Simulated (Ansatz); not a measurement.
All numbers below come from DFT PBE, scalar-relativistic, plane waves, PAW in Ansatz 0.2.0. All cells share a 420 eV cutoff and Γ-centred k meshes spaced at most about 0.3 Å⁻¹ (about 0.25 or finer for metals, 2π included). No spin polarisation in the final relaxations.

These are static total energies at zero pressure.

Two forms of Ti3W2 were relaxed alike.

A.

```xyz
5
Lattice="1.4213 0.8206 11.9554 -1.4213 0.8206 11.9554 0.0000 -1.6412 11.9554" Properties=species:S:1:pos:R:3 pbc="T T T"
Ti    0.0000    0.0000   28.7144
Ti    0.0000    0.0000    7.1517
Ti    0.0000    0.0000    0.0000
W     0.0000    0.0000   21.5189
W     0.0000    0.0000   14.3472
```

B.

```xyz
5
Lattice="4.5909 0.0000 0.0000 -2.2954 3.9758 0.0000 0.0000 0.0000 5.1164" Properties=species:S:1:pos:R:3 pbc="T T T"
Ti    0.0000    0.0000    0.0000
Ti    0.0000    2.6506    3.2229
Ti    2.2954    1.3253    1.8934
W     0.0000    2.6506    0.5781
W     2.2954    1.3253    4.5382
```

Question: Which is lower in energy, and by how much?

Answer: A is lower, by 200 meV/atom. A has Ti and W ordered on fcc sites, space group R-3m (No. 166), 16.7 Å³/atom and no gap on its mesh; B has space group P-3m1 (No. 164), 18.7 Å³/atom and no gap. Counting all near atoms (those within 1.25 times the shortest distance at each site; a plus sign parts nearer from farther groups; a slash parts the counts of unlike sites), A has Ti 12, W 12 and B has Ti 2+6/6+6, W 11. The denser one is the lower, and pressure would at first widen the difference. Even the lower one lies +0.23 eV/atom against the reference forms of the elements (uncorrected), so neither is stable at this level. In A, Ti on a site of symmetry 3m is surrounded by 9 Ti at 2.84–2.86 Å and 3 W at 2.92 Å; Ti on a site of symmetry -3m is surrounded by 6 Ti at 2.84 Å and 6 W at 2.90 Å; W is surrounded by 6 W at 2.84 Å and 6 Ti at 2.90–2.92 Å. In B, Ti on a site of symmetry -3m is surrounded by 6 W at 2.71 Å and 6 Ti at 3.26 Å; Ti on a site of symmetry 3m is surrounded by 1 W at 2.47 Å, 1 W at 2.64 Å, 3 W at 2.96 Å, 3 Ti at 2.97 Å and 3 Ti at 3.26 Å; W is surrounded by 1 Ti at 2.47 Å, 4 Ti at 2.64–2.71 Å, 3 W at 2.89 Å and 3 Ti at 2.96 Å. Both come from invented guesses.

These runs have no spin–orbit coupling, which can matter for W. Cells relaxed within their symmetry can be saddle points.
